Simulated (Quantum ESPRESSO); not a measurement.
## AlSnPdTi3Cu2 (finding a planted mistake in a log)

Computed values, not a measurement. The program is pw.x of Quantum ESPRESSO 7.5 (plane-wave density functional theory). The cell is made up: eight metal atoms on a hexagonal close-packed lattice, with elements, volume, strain and displacements drawn at random and not relaxed, so it may be unstable or far from any real phase. PseudoDojo standard norm-conserving files set the functional (PBE unless stated); there is no spin polarisation or spin-orbit coupling, the Fermi-Dirac width of 0.25 eV means electrons at about 2900 K, and the masses in the input are unused placeholders. The copper pseudopotential is less sure than most, with forces differing by about three percent and pressure by about two GPa from a second method on plain copper. The tin pseudopotential is less sure than most, with forces differing by about three percent from a second method on plain tin. Heavy elements are run without spin-orbit coupling, which real alloys of them have. A spin test at this wide smearing found no moment, but such smearing suppresses magnetism that the real alloy may have.

Intended input:

```
&control calculation='scf', pseudo_dir='./dojo.nc.sr.pbe.v0_5.standard.upf', outdir='./o', disk_io='minimal', tprnfor=.true., tstress=.true. /
&system ibrav=0, nat=8, ntyp=5, nbnd=69, ecutwfc=92.02030273, nosym=.true., tot_charge=0,
 occupations='smearing', smearing='fd', degauss=0.0183746611
/
&electrons conv_thr=1.470e-08, electron_maxstep=70, mixing_beta=0.5 /
ATOMIC_SPECIES
Al 1.0 Al.upf
Cu 1.0 Cu.upf
Pd 1.0 Pd.upf
Sn 1.0 Sn.upf
Ti 1.0 Ti.upf
CELL_PARAMETERS angstrom
-0.0823 0.0467 4.4117
5.4429 0.1024 -0.1018
-2.6327 4.6769 0.1009
ATOMIC_POSITIONS angstrom
Al 0.006 0.0951 0.0189
Sn -1.3001 2.3694 0.1246
Pd 2.681 0.0874 -0.031
Ti 1.4294 2.3493 -0.008
Ti 0.0537 1.6202 2.2156
Ti -1.3367 3.9334 2.2349
Cu 2.7361 1.6147 2.0975
Cu 1.4451 4.0287 2.2802
K_POINTS automatic
5 5 5 1 1 1
```

The log is shortened where brackets say so; the opening notice, blank lines, dates and the lines on written files are dropped, and the path of the files is cut. It prints rydbergs, bohrs and kilobars, and counts compression as positive stress. Its total energy is the free energy E - TS of the whole cell.

Log of the intended run:

```
     Program PWSCF v.7.5
     Parallel version (MPI & OpenMP), running on       4 processor cores
     Number of MPI processes:                 4
     Threads/MPI process:                     1
     [start-up lines left out]
     bravais-lattice index     =            0
     lattice parameter (alat)  =       8.3388  a.u.
     unit-cell volume          =     765.5308 (a.u.)^3
     number of atoms/cell      =            8
     number of atomic types    =            5
     number of electrons       =       109.00
     number of Kohn-Sham states=           69
     kinetic-energy cutoff     =      92.0203  Ry
     charge density cutoff     =     368.0812  Ry
     scf convergence threshold =      1.5E-08
     mixing beta               =       0.5000
     number of iterations used =            8  plain     mixing
     Exchange-correlation= PBE
                           (   1   4   3   4   0   0   0)
     [axes and pseudopotential details left out]
   Cartesian axes
     site n.     atom                  positions (alat units)
         1        Al     tau(   1) = (   0.0013597   0.0215514   0.0042831  )
         2        Sn     tau(   2) = (  -0.2946259   0.5369484   0.0282366  )
         3        Pd     tau(   3) = (   0.6075625   0.0198064  -0.0070252  )
         4        Ti     tau(   4) = (   0.3239276   0.5323934  -0.0018129  )
         5        Ti     tau(   5) = (   0.0121694   0.3671663   0.5020945  )
         6        Ti     tau(   6) = (  -0.3029201   0.8913787   0.5064683  )
         7        Cu     tau(   7) = (   0.6200491   0.3659199   0.4753310  )
         8        Cu     tau(   8) = (   0.3274855   0.9129754   0.5167341  )
     number of k points=    63  Fermi-Dirac smearing, width (Ry)=  0.0184
                       cart. coord. in units 2pi/alat
        k(    1) = (   0.0803589   0.1374277   0.1000674), wk =   0.0320000
        k(    2) = (   0.0768074   0.3241751   0.0980243), wk =   0.0320000
     [further k points left out]
     Dense  grid:    91305 G-vectors     FFT dimensions: (  54,  64,  64)
     Estimated max dynamical RAM per process >     350.39 MB
     Estimated total dynamical RAM >       1.30 GB
     Initial potential from superposition of free atoms
     starting charge     108.9904, renormalised to     109.0000
     Starting wfcs are   72 randomized atomic wfcs
     total cpu time spent up to now is        8.8 secs
     per-process dynamical memory:   286.9 Mb
     Self-consistent Calculation
     iteration #  1     ecut=    92.02 Ry     beta= 0.50
     Davidson diagonalization with overlap
     ethr =  1.00E-02,  avg # of iterations =  4.5
     total cpu time spent up to now is       31.1 secs
     total energy              =   -1531.90071186 Ry
     estimated scf accuracy    <      24.34947840 Ry
     iteration #  2     ecut=    92.02 Ry     beta= 0.50
     Davidson diagonalization with overlap
     ethr =  1.00E-02,  avg # of iterations =  3.3
     total cpu time spent up to now is       57.3 secs
     total energy              =   -1546.50088397 Ry
     estimated scf accuracy    <      55.49652629 Ry
     [iterations 3 to 15 left out]
     iteration # 16     ecut=    92.02 Ry     beta= 0.50
     Davidson diagonalization with overlap
     ethr =  3.71E-09,  avg # of iterations =  2.0
     total cpu time spent up to now is      315.1 secs
     total energy              =   -1547.89362985 Ry
     estimated scf accuracy    <       0.00000021 Ry
     iteration # 17     ecut=    92.02 Ry     beta= 0.50
     Davidson diagonalization with overlap
     ethr =  1.96E-10,  avg # of iterations =  2.0
     total cpu time spent up to now is      333.1 secs
     End of self-consistent calculation
     [lines on levels left out]
!    total energy              =   -1547.89362988 Ry
     estimated scf accuracy    <       0.00000001 Ry
     smearing contrib. (-TS)   =      -0.09820055 Ry
     internal energy E=F+TS    =   -1547.79542933 Ry
     The total energy is F=E-TS. E is the sum of the following terms:
     one-electron contribution =    -777.08184574 Ry
     hartree contribution      =     451.33254292 Ry
     xc contribution           =    -235.09014135 Ry
     ewald contribution        =    -986.95598515 Ry
     convergence has been achieved in  17 iterations
     Forces acting on atoms (cartesian axes, Ry/au):
     atom    1 type  1   force =    -0.02871054   -0.04253911   -0.01763933
     atom    2 type  4   force =    -0.02392478   -0.00786140   -0.06860120
     atom    3 type  3   force =     0.02548571   -0.01068828   -0.01523818
     atom    4 type  5   force =     0.00013089    0.04452164   -0.00318178
     atom    5 type  5   force =     0.01200577   -0.02118968    0.03418489
     atom    6 type  5   force =     0.01682016    0.03407403    0.04540344
     atom    7 type  2   force =    -0.00865970    0.00827851    0.03163146
     atom    8 type  2   force =     0.00685249   -0.00459570   -0.00655929
     Total force =     0.133402     Total SCF correction =     0.000448
     Computing stress (Cartesian axis) and pressure
          total   stress  (Ry/bohr**3)                   (kbar)     P=      206.25
   0.00121307  -0.00038225   0.00020850          178.45      -56.23       30.67
  -0.00038225   0.00155646  -0.00007261          -56.23      228.96      -10.68
   0.00020850  -0.00007261   0.00143662           30.67      -10.68      211.33
     init_run     :      8.26s CPU      8.58s WALL (       1 calls)
     electrons    :    316.82s CPU    324.35s WALL (       1 calls)
     forces       :      2.62s CPU      2.64s WALL (       1 calls)
     stress       :      9.40s CPU      9.40s WALL (       1 calls)
     [timing details left out]
     PWSCF        :   5m37.30s CPU   5m45.28s WALL
     JOB DONE.
```

A second run was made from an input with one planted mistake. Its log:

```
     Program PWSCF v.7.5
     Parallel version (MPI & OpenMP), running on       4 processor cores
     Number of MPI processes:                 4
     Threads/MPI process:                     1
     [start-up lines left out]
     bravais-lattice index     =            0
     lattice parameter (alat)  =       8.3388  a.u.
     unit-cell volume          =     765.5308 (a.u.)^3
     number of atoms/cell      =            8
     number of atomic types    =            5
     number of electrons       =       109.00
     number of Kohn-Sham states=           69
     kinetic-energy cutoff     =      92.0203  Ry
     charge density cutoff     =     368.0812  Ry
     scf convergence threshold =      1.5E-08
     mixing beta               =       0.5000
     number of iterations used =            8  plain     mixing
     Exchange-correlation= PBE
                           (   1   4   3   4   0   0   0)
     [axes and pseudopotential details left out]
   Cartesian axes
     site n.     atom                  positions (alat units)
         1        Al     tau(   1) = (   0.0013597   0.0215514   0.0042831  )
         2        W      tau(   2) = (  -0.2946259   0.5369484   0.0282366  )
         3        Pd     tau(   3) = (   0.6075625   0.0198064  -0.0070252  )
         4        Ti     tau(   4) = (   0.3239276   0.5323934  -0.0018129  )
         5        Ti     tau(   5) = (   0.0121694   0.3671663   0.5020945  )
         6        Ti     tau(   6) = (  -0.3029201   0.8913787   0.5064683  )
         7        Cu     tau(   7) = (   0.6200491   0.3659199   0.4753310  )
         8        Cu     tau(   8) = (   0.3274855   0.9129754   0.5167341  )
     number of k points=    63  Fermi-Dirac smearing, width (Ry)=  0.0184
                       cart. coord. in units 2pi/alat
        k(    1) = (   0.0803589   0.1374277   0.1000674), wk =   0.0320000
        k(    2) = (   0.0768074   0.3241751   0.0980243), wk =   0.0320000
     [further k points left out]
     Dense  grid:    91305 G-vectors     FFT dimensions: (  54,  64,  64)
     Estimated max dynamical RAM per process >     363.62 MB
     Estimated total dynamical RAM >       1.36 GB
     Initial potential from superposition of free atoms
     starting charge     108.9915, renormalised to     109.0000
     Starting wfcs are   73 randomized atomic wfcs
     total cpu time spent up to now is        9.7 secs
     per-process dynamical memory:   282.2 Mb
     Self-consistent Calculation
     iteration #  1     ecut=    92.02 Ry     beta= 0.50
     Davidson diagonalization with overlap
     ethr =  1.00E-02,  avg # of iterations =  3.3
     total cpu time spent up to now is       33.3 secs
     total energy              =   -1523.54050237 Ry
     estimated scf accuracy    <      27.98899412 Ry
     iteration #  2     ecut=    92.02 Ry     beta= 0.50
     Davidson diagonalization with overlap
     ethr =  1.00E-02,  avg # of iterations =  3.1
     total cpu time spent up to now is       61.1 secs
     total energy              =   -1538.98244769 Ry
     estimated scf accuracy    <      72.02167815 Ry
     [iterations 3 to 18 left out]
     iteration # 19     ecut=    92.02 Ry     beta= 0.50
     Davidson diagonalization with overlap
     ethr =  1.89E-10,  avg # of iterations =  2.6
     total cpu time spent up to now is      401.1 secs
     total energy              =   -1541.96843014 Ry
     estimated scf accuracy    <       0.00000011 Ry
     iteration # 20     ecut=    92.02 Ry     beta= 0.50
     Davidson diagonalization with overlap
     ethr =  1.03E-10,  avg # of iterations =  1.4
     total cpu time spent up to now is      419.0 secs
     End of self-consistent calculation
     [lines on levels left out]
!    total energy              =   -1541.96843014 Ry
     estimated scf accuracy    <          7.6E-09 Ry
     smearing contrib. (-TS)   =      -0.10857059 Ry
     internal energy E=F+TS    =   -1541.85985955 Ry
     The total energy is F=E-TS. E is the sum of the following terms:
     one-electron contribution =    -774.69397710 Ry
     hartree contribution      =     443.54174450 Ry
     xc contribution           =    -223.75164180 Ry
     ewald contribution        =    -986.95598515 Ry
     convergence has been achieved in  20 iterations
     Forces acting on atoms (cartesian axes, Ry/au):
     atom    1 type  1   force =    -0.03219754   -0.04336228   -0.01386882
     atom    2 type  5   force =     0.02134935   -0.01650705   -0.03160538
     atom    3 type  3   force =     0.02576709   -0.00461642   -0.01361197
     atom    4 type  4   force =     0.00257898    0.05504809   -0.00200032
     atom    5 type  4   force =    -0.04067899    0.01545122    0.00248298
     atom    6 type  4   force =     0.01588593   -0.01157224    0.03215687
     atom    7 type  2   force =     0.00192369    0.00841538    0.03193881
     atom    8 type  2   force =     0.00537148   -0.00285670   -0.00549216
     Total force =     0.115021     Total SCF correction =     0.000230
     Computing stress (Cartesian axis) and pressure
          total   stress  (Ry/bohr**3)                   (kbar)     P=      129.49
   0.00064217  -0.00006422   0.00006980           94.47       -9.45       10.27
  -0.00006422   0.00111304  -0.00006560           -9.45      163.73       -9.65
   0.00006980  -0.00006560   0.00088560           10.27       -9.65      130.28
     init_run     :      9.07s CPU      9.44s WALL (       1 calls)
     electrons    :    407.04s CPU    409.37s WALL (       1 calls)
     forces       :      3.25s CPU      3.28s WALL (       1 calls)
     stress       :     11.11s CPU     11.12s WALL (       1 calls)
     [timing details left out]
     PWSCF        :   7m10.76s CPU   7m13.54s WALL
     JOB DONE.
```

Question: the log repeats what the program read. Compare it with the intended run: what was wrong in the second input?

Answer: one atom is of a wrong element. The input lines that differ:

```
- Sn 1.0 Sn.upf
+ W 1.0 W.upf
- Sn -1.3001 2.3694 0.1246
+ W -1.3001 2.3694 0.1246
```

|  | intended run | run with the mistake |
| --- | --- | --- |
| free energy (eV) | -21060.166 | -20979.549 |
| entropy term -TS, part of it (eV) | -1.336 | -1.477 |
| pressure (GPa) | 20.62 | 12.95 |
| size of the largest force component (eV/Å) | 1.764 | 1.415 |
| largest change of a force component (eV/Å) |  | 1.355 |
| iterations | 17 | 20 |

For scale, a rerun of the intended cell at a higher cutoff and on a denser mesh moved values by no more than 0.003 eV in energy, 0.04 GPa in stress and 0.003 eV/Å in force, and a second program with other atomic files agreed on that cell to 2 % rms in force and 0.5 GPa in pressure. Files of another functional or element have another zero of energy, so the energy change says nothing on stability.